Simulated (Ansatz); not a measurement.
V$_{2}$O$_{5}$:
Space group C2/m (No. 12); a = 11.482 Å, b = 3.539 Å, c = 4.299 Å, α = 90.00°, β = 90.25°, γ = 90.00°

```tsv
atom	site	symmetry	x	y	z
V	4i	m	0.3518	0.0000	0.3900
O	2d	2/m	0.0000	0.5000	0.5000
O	4i	m	0.1814	0.0000	0.5024
O	4i	m	0.3539	0.0000	0.0238
```
(The calculation used a cell of 7 atoms; values per cell refer to that cell.)

Relaxed with r²SCAN+D4. r²SCAN+D4 (plane waves, PAW; program Ansatz) gives a gap of 1.97 eV.

Question: What gap does HSE06 give on the same cell (Ansatz, PAW)?

Answer: 3.20 eV, 1.23 eV more. The hybrid was solved on a coarser mesh and at special points; its gap is the smallest among all of these.

| k | v1 r²SCAN+D4 | c1 r²SCAN+D4 | v1 HSE06 | c1 HSE06 |
|---|---|---|---|---|
| Γ | -0.52 | 2.14 | -0.53 | 3.33 |
| Y2 | -0.66 | 1.97 | -0.69 | 3.20 |
| A | -0.10 | 2.28 | [?] | [?] |
| M2 | 0.00 | 2.10 | [?] | [?] |
| V2 | -0.70 | 2.40 | [?] | [?] |
| L2 | -0.06 | 2.45 | -0.05 | 3.69 |
| C | -0.78 | 2.46 | [?] | [?] |
| D | -0.06 | 2.48 | -0.06 | 3.74 |

Question: Top valence (v1) and lowest conduction level (c1) in eV from each method's valence maximum (which need not be a listed point): supply the withheld HSE06 values.

Answer: 
- V2, v1 HSE06: -0.67
- V2, c1 HSE06: 3.65
- A, v1 HSE06: -0.08
- A, c1 HSE06: 3.48
- M2, v1 HSE06: 0.00
- M2, c1 HSE06: 3.35
- C, v1 HSE06: -0.72
- C, c1 HSE06: 3.72

Cost on shared cores: the r²SCAN+D4 run (SCF on a 8×8×7 mesh, then bands and DOS) about 90 core-seconds (a rough figure), the HSE06 run (SCF on 5×5×4, then a few points) around 4 core-minutes (rough); the tasks are unlike.

The workflow started from a Materials Project entry (that database holds measured and hypothetical structures alike); the Crystallography Open Database copy checked does not list it. COD files the formula under space group No. 31, 59, so this cell is another polymorph or a model. Whether it is the stable phase at ambient conditions was not checked. The cell was relaxed with r²SCAN+D4 under the symmetry of its start; its stability against distortions is not shown here. No spin polarisation was allowed. No Hubbard U is applied.

Potentials: the later of the program's two PAW sets.
